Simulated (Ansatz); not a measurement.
FeCo (CsCl type)

```xyz
2
Lattice="2.8451 0.0000 0.0000 0.0000 2.8451 0.0000 0.0000 0.0000 2.8451" Properties=species:S:1:pos:R:3 pbc="T T T"
Fe     0.0000     0.0000     0.0000
Co     1.4225     1.4225     1.4225
```

Two coordinates are scanned: the volume, and the ratio of the stretch along z (the conventional c axis) to the stretch across it. Atoms keep their fractional coordinates.

Calculation: PBE (plane waves to 420 eV, PAW, scalar-relativistic; Ansatz, a quantum-chemistry and plane-wave program). k mesh 16×16×16 (Γ-centred), Fermi-Dirac smearing 0.05 eV. Compression counts positive. With partly filled bands, the response to shear is sensitive to the k mesh, so small differences along c/a are uncertain. FeCo was relaxed with its symmetry unable to fall. Relaxed FeCo ends ferromagnetic. The magnetic order is the one the run started from; other orders were not tried.

At one point of the scan the stress tensor (GPa) is:

```
    8.0      0.0      0.0
    0.0      8.0      0.0
    0.0      0.0      0.6
```

### Question
Which point is it?
A. V/V₀ = 1.000, (c/a)/(c/a)₀ = 1.040
B. V/V₀ = 0.947, (c/a)/(c/a)₀ = 1.040
C. V/V₀ = 0.973, (c/a)/(c/a)₀ = 1.040
D. V/V₀ = 0.973, (c/a)/(c/a)₀ = 1.080

### Answer
D, V/V₀ = 0.973, (c/a)/(c/a)₀ = 1.080

(A scan under strain: stresses follow from slopes of the energy per volume, elastic moduli from its curvatures.)
